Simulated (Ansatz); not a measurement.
AgPt:
```
AgPt
1.0
    2.78966     0.00000     0.00000
    0.00000     2.78966     0.00000
    0.00000     0.00000     4.26041
Ag Pt
1 1
Direct
  0.00000   0.00000   0.00000
  0.50000   0.50000   0.50000
```

Relaxed with PBE. Special points in fractions of this cell's reciprocal vectors: Γ (0.000, 0.000, 0.000); X (0.000, 0.500, 0.000); M (0.500, 0.500, 0.000); Z (0.000, 0.000, 0.500); R (0.000, 0.500, 0.500); A (0.500, 0.500, 0.500).

Q: List the band energies nearest the Fermi level at these points for the program Ansatz at the PBE level (PAW).

A: In eV from the Fermi level; about four levels below and three above (degenerate sets whole), none deeper than 8.9 eV; … stands for higher levels left out; points with the same levels are listed once.

| k | below | above |
|---|---|---|
| Γ | -2.78 -2.46 -0.20 -0.20 | 0.12 1.41 6.93 |
| X | -3.14 -3.08 -1.55 -0.63 | 0.41 2.57 9.23 |
| M | -1.87 -0.85 -0.85 -0.26 | 1.30 2.70 2.70 |
| Z | -2.74 -2.35 -0.98 -0.98 | 0.06 14.77 … |
| R | -1.69 -0.97 -0.25 -0.09 | 0.13 0.25 4.62 |
| A | -3.31 -3.31 -3.25 -2.00 -1.12 | 1.30 6.95 6.95 |

Space group P4/mmm (L1₀ or tetragonal B2). The start of the workflow was typed in or built on a structure type; neither database checked (COD, Materials Project) lists it. Whether it is the stable phase at ambient conditions was not checked. Symmetry was held in the PBE relaxation; whether a distortion lowers the energy is not shown. The run is not spin-polarised. Spin–orbit coupling is left out wherever it is not named.

Potentials: the earlier of the program's two PAW sets.
